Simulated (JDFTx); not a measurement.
Reference run:

System: Cu(111) (Fm-3m bulk; lattice of mp-30, not re-optimised at this level), 1x1 cell of 4 atoms in 4 planes, area 5.54 Å² a face, 6.2 Å between the outermost planes in a cell 22.2 Å high; k mesh 10×10×1, Fermi width 0.01 Ha, no spin polarisation.

The reference is PBE, GBRV ultrasoft potentials, plane waves to 20/100 Ha; code: a modified build of JDFTx. Unrelaxed; liquid: linear PCM (GLSSA13), water, 1 M NaCl. The electron chemical potential μ is absolute (zero in the bulk liquid) and is turned into a potential by U = −μ/e − 4.44 V vs SHE, a convention.

```
cell height  work function (eV)  U_pzc (V)  mean C below U_pzc (μF/cm²)  k states × plane waves  cycles, vacuum run  rough core time, vacuum run
-----------  ------------------  ---------  ---------------------------  ----------------------  ------------------  ---------------------------
14.2 Å                     4.83       0.14                15 over 0.5 V               14 × 2267                  18                         90 s
16.2 Å                     4.84       0.14                15 over 0.5 V               14 × 2587                  20                        2 min
18.2 Å                     4.84       0.14                15 over 0.5 V               14 × 2908                  22                        3 min
22.2 Å                     4.84       0.14                14 over 0.5 V               14 × 3544                  22                        3 min
30.2 Å                     4.84       0.14                15 over 0.5 V               14 × 4823                  30                        4 min
38.2 Å                     4.84       0.14                15 over 0.5 V               14 × 6104                  34                        8 min
```

The work function stays within 0.01 eV over all these settings; capacitances repeat to about ±0.2 μF/cm². The times are rough (shared hosts); only ratios past two mean anything.
